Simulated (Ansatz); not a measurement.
One input, then a changed one: Ag (fcc type)

First run: DFT, PBE, all-electron LAPW, scalar-relativistic (Ansatz 0.2.0).

Command: `ansatz run input.yaml --threads 2 --pin off --max-ram 4096MiB --backend cpu --events-out ev --progress --plain --runs-dir out` It took 30 s on 2 threads of Intel(R) Xeon(R) Platinum 8488C (Sapphire Rapids) (shared host), peak memory 0.63 GiB.

```yaml
crystal:
  lattice:
    - [0.0, 2.0734371548, -2.0734371548]
    - [-2.0734371548, 0.0, 2.0734371548]
    - [4.1468743096, 4.1468743096, 4.1468743096]
  atoms:
    - { symbol: Ag, position: [0.0, 0.0, 0.0] }
    - { symbol: Ag, position: [0.333333333, 0.666666667, 0.333333333] }
    - { symbol: Ag, position: [0.666666667, 0.333333333, 0.666666667] }
kpoints:
  mp_grid: { grid: [14, 14, 5] }
scf:
  occupations: { method: fermi_dirac, width: 0.05 }
hamiltonian:
  xc: pbe
  pseudopotentials: { kind: all_electron, lapw: { basis_error: 0.001 } }
output:
  forces: true
  stress: true
  eigenvalues: true
```

The base cell comes from a relaxation on PAW files under the same functional.

This run: bulk in the slab's orientation.

It converges in 8 SCF iterations at a pressure of 0.08 GPa.

The input is then changed:

```diff
   pseudopotentials: { kind: all_electron, lapw: { basis_error: 0.001 } }
+  dispersion: d3bj
 output:
```

Q: Predict the outcome of the changed run.

A: It converges in 8 SCF iterations at a pressure of -5.12 GPa.
